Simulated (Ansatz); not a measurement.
BeSe (wurtzite, P6_3mc), PBE (plane waves, PAW; program Ansatz), all energies at zero smearing, with the estimated change up to a 700 eV cutoff added, with one set of potentials and settings (totals compare only within such a set). Cell of 4 atoms (2 Be, 2 Se): -11126.852 eV.

| element | reference phase | E (eV/atom) |
|---|---|---|
| Be | P6_3/mmc, 2 atoms in the cell | -92.7620 |
| Se | P3_121, 3 atoms in the cell | -5469.0798 |

Formation energy per atom, worked out: (-11126.852 − 2×(-92.7620) − 2×(-5469.0798))/4 = -0.792 eV/atom (-76 kJ per mol of atoms), at 0 K, without zero-point energy or fitted corrections.

A made-up cell: these elements were put on the sites of a structure type; neither database checked (COD, Materials Project) lists it. COD files the formula under space group No. 216, so this cell is another polymorph or a model. Whether it is the stable phase at ambient conditions was not checked. The cell was relaxed with PBE under the symmetry of its start; its stability against distortions is not shown here. The references are the lowest solids computed at this level, not always the standard phases.

Potentials: the later of the program's two PAW sets.
